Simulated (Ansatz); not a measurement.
# SnI4O12 and a variant

Base: a measured structure from the Crystallography Open Database (COD), ions relaxed with PBE at fixed cell.

```
Sn I O
1.0
     5.05760    0.00000    0.00000
     0.10622    6.27990    0.00000
     0.19802    0.33619    8.37742
Sn I O
1 4 12
Direct
  0.00000 0.00000 0.50000
  0.50614 0.77629 0.23714
  0.49386 0.22371 0.76286
  0.98044 0.69957 0.84378
  0.01956 0.30043 0.15622
  0.78335 0.95890 0.29655
  0.21665 0.04110 0.70345
  0.30327 0.79539 0.42415
  0.69673 0.20461 0.57585
  0.84699 0.74549 0.63684
  0.15301 0.25451 0.36316
  0.82612 0.43507 0.88547
  0.17388 0.56493 0.11453
  0.66736 0.52837 0.29056
  0.33264 0.47163 0.70944
  0.73115 0.86229 0.94586
  0.26885 0.13771 0.05414
```

Sites (sets of like atoms) are named by element and the number of their first atom in this list.

Method: Kohn–Sham DFT in Ansatz, PBE, plane waves and PAW, scalar-relativistic, 420 eV cutoff, Γ-centred 4×4×3 k-points, Fermi–Dirac smearing 0.02 eV.

Gradients in 10²¹ V/m²:

```tsv
site	atoms	V_zz base	η base	V_zz variant	η variant
Sn	1	-5.51	0.51	-5.41	0.30
I2	2, 3	-51.8	0.49	-51.6	0.50
I4	4, 5	-50.2	0.19	-49.7	0.15
O6	6, 7	12.92	0.58	12.92	0.58
O8	8, 9	14.47	0.37	14.07	0.37
O10	10, 11	13.96	0.62	13.40	0.70
O12	12, 13	14.71	0.45	14.54	0.46
O14	14, 15	15.49	0.23	15.57	0.23
O16	16, 17	13.13	0.30	13.06	0.34
```

**Question.** Which change was made?
A. atom 8 (O) moved by 0.10 Å along (0.011, 0.098, -0.019) Å
B. volume scaled by 0.98, ions relaxed
C. volume scaled by 1.03, ions relaxed
D. z compressed by 3 %, ions relaxed

**Answer.** D. The largest change of V_zz is on O10, from 13.96 to 13.40. The whole tensor moves most on I4, by 2.97 along its most changed direction. In per cent, |V_zz| changes by -2 on Sn, -1 to 0 on I, -4 to +1 on O (all sites that start above 0.5). Where |V_zz| stays above 0.1, η moves most on Sn, from 0.51 to 0.30.

Without spin–orbit coupling the gradients at and beside I can be off by some per cent, at some sites by more.
